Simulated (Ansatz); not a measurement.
# Computed properties of HfW2

HfW2:
```cif
data_Hf2W4
_chemical_formula_sum 'Hf2 W4'
_space_group_name_H-M_alt 'P 1'
_space_group_IT_number 1
_cell_length_a 5.29463
_cell_length_b 5.29463
_cell_length_c 5.29463
_cell_angle_alpha 60.000
_cell_angle_beta 60.000
_cell_angle_gamma 60.000
loop_
_space_group_symop_operation_xyz
  'x, y, z'
loop_
_atom_site_label
_atom_site_type_symbol
_atom_site_fract_x
_atom_site_fract_y
_atom_site_fract_z
_atom_site_occupancy
Hf1 Hf 0.00000 0.00000 0.00000 1
Hf2 Hf 0.25000 0.25000 0.25000 1
W1 W 0.62500 0.62500 0.62500 1
W2 W 0.12500 0.62500 0.62500 1
W3 W 0.62500 0.62500 0.12500 1
W4 W 0.62500 0.12500 0.62500 1
```

Space group Fd-3m (No. 227), cubic Laves (MgCu2 type); conventional cell a = b = c = 7.488 Å, α = β = γ = 90.00°.

Method: plane-wave PAW LDA (Ansatz code). The cell and atoms are relaxed at this level. Other levels are named where they apply.

### Cell and energy

* **Volume per atom**: 17.49 Å³
* **Density**: 17.28 g/cm³
* **Formation energy from the elements (no fitted shifts)**: -15 kJ/mol of atoms

### Electronic structure

* **Electronic character**: metallic (no gap)
* **Density of states at the Fermi level**: 0.41 states/eV per atom (mean over ±0.08 eV)

### Mechanics

* **Bulk modulus (Birch–Murnaghan fit)**: 244 GPa
* **Pressure derivative B′**: 4.0
* **Elastic constants (relaxed ions, GPa)**: C11 = 356, C12 = 189, C44 = 107
* **Mechanical stability**: stable (all eigenvalues of C positive)
* **Hill bulk and shear moduli**: 244 and 96.7 GPa
* **Young's modulus**: 256 GPa
* **Poisson's ratio**: 0.33
* **Debye temperature from the elastic constants**: 304 K

### Phonons

- Highest zone-centre frequency: 281 cm⁻¹
- Zone-centre stability: no imaginary mode at Γ

The workflow started from a Materials Project entry (that database holds measured and hypothetical structures alike); the Crystallography Open Database files this formula in space group No. 227, but the cells were not matched. Its standing as an ambient phase is unchecked. The cell was relaxed with LDA under the symmetry of its start. No spin polarisation was allowed. As this level gives no gap, shear constants depend on the k-mesh and smearing (Fermi–Dirac, 0.1 eV here). As this level gives no gap, phonon frequencies hold no LO–TO term and depend on the k-mesh and smearing (Fermi–Dirac, 0.1 eV here). The references are the lowest solids computed at this level, not always the standard phases. Scalar-relativistic: spin–orbit coupling is off unless named, which matters more the heavier the elements.

Potentials: the later of the program's two PAW sets.
